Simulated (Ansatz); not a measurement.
NaF (rock salt)

```
NaF
1.0
    0.00000     2.35078     2.35078
    2.35078     0.00000     2.35078
    2.35078     2.35078     0.00000
F Na
1 1
Direct
  0.00000   0.00000   0.00000
  0.50000   0.50000   0.50000
```

The slice is a {110} plane (indices of the conventional cell) through the point (0.500, 0.500, 0.500) (fractional), spanned by u = [100] and v = [1 -1 -1] in vectors of this cell: u (3.32 Å) and v (4.70 Å, at 90° to u). It covers one period; positions are fractions (u, v).

Level of theory: PBE (plane waves to 420 eV, PAW, scalar-relativistic; Ansatz, a first-principles code). k mesh 12×12×12. Near the nuclei the fields are pseudised (PAW); where an atom keeps semicore shells as valence, they peak there. NaF was relaxed with its symmetry unable to fall. The relaxed volume of NaF is well above the measured one; the method has no dispersion term.

Three fields on this plane, each scaled to ten steps between its own extremes (0 low, 9 high; the total valence density on a logarithmic scale, the potential cut 8 eV below its top; x marks points blanked near nuclei; v = 0 in the bottom row):

Map A
```
|xxxxxx000000xxxxx|
|xxxxx00000000xxxx|
|xxxxx00000000xxxx|
|xxxx0000000000xxx|
|xx00000000000000x|
|11110000000000111|
|xx86420000002468x|
|xxxx8510000158xxx|
|xxxxx83000038xxxx|
|xxxxx95100159xxxx|
|xxxxxx610016xxxxx|
|xxxxxx610016xxxxx|
|xxxxxx610016xxxxx|
|xxxxx95100159xxxx|
|xxxxx83000038xxxx|
|xxxx8510000158xxx|
|xx86420000002468x|
|11110000000000111|
|xx00000000000000x|
|xxxx0000000000xxx|
|xxxxx00000000xxxx|
|xxxxx00000000xxxx|
|xxxxxx000000xxxxx|
|xxxxxx000000xxxxx|
```

Map B
```
|xxxxxx367763xxxxx|
|xxxxx04677640xxxx|
|xxxxx25777652xxxx|
|xxxx1467887641xxx|
|xx02467788776420x|
|44567778888777654|
|xx78888888888888x|
|xxxx9998888999xxx|
|xxxxx99888899xxxx|
|xxxxx99877899xxxx|
|xxxxxx987789xxxxx|
|xxxxxx987789xxxxx|
|xxxxxx987789xxxxx|
|xxxxx99877899xxxx|
|xxxxx99888899xxxx|
|xxxx9998888999xxx|
|xx88888888888887x|
|44567778888777654|
|xx02467788776420x|
|xxxx1467887641xxx|
|xxxxx25677752xxxx|
|xxxxx04677640xxxx|
|xxxxxx367763xxxxx|
|xxxxxx367763xxxxx|
```

Map C
```
|xxxxxx422224xxxxx|
|xxxxx53222235xxxx|
|xxxxx42111124xxxx|
|xxxx4210000124xxx|
|xx65311000011356x|
|88764310000134678|
|xx98642100124689x|
|xxxx9642112469xxx|
|xxxxx85322358xxxx|
|xxxxx96422469xxxx|
|xxxxxx743347xxxxx|
|xxxxxx753357xxxxx|
|xxxxxx743347xxxxx|
|xxxxx96422469xxxx|
|xxxxx85322358xxxx|
|xxxx9642112469xxx|
|xx98642100124689x|
|88764310000134678|
|xx65311000011356x|
|xxxx4210000124xxx|
|xxxxx42111124xxxx|
|xxxxx53222235xxxx|
|xxxxxx422224xxxxx|
|xxxxxx433334xxxxx|
```

Task: Assign the maps to these fields: electron localisation function (ELF); valence electron density; electrostatic potential energy of an electron, from the cell's mean.

Result: A is the electron localisation function (ELF); B is the electrostatic potential energy of an electron, from the cell's mean; C is the valence electron density.
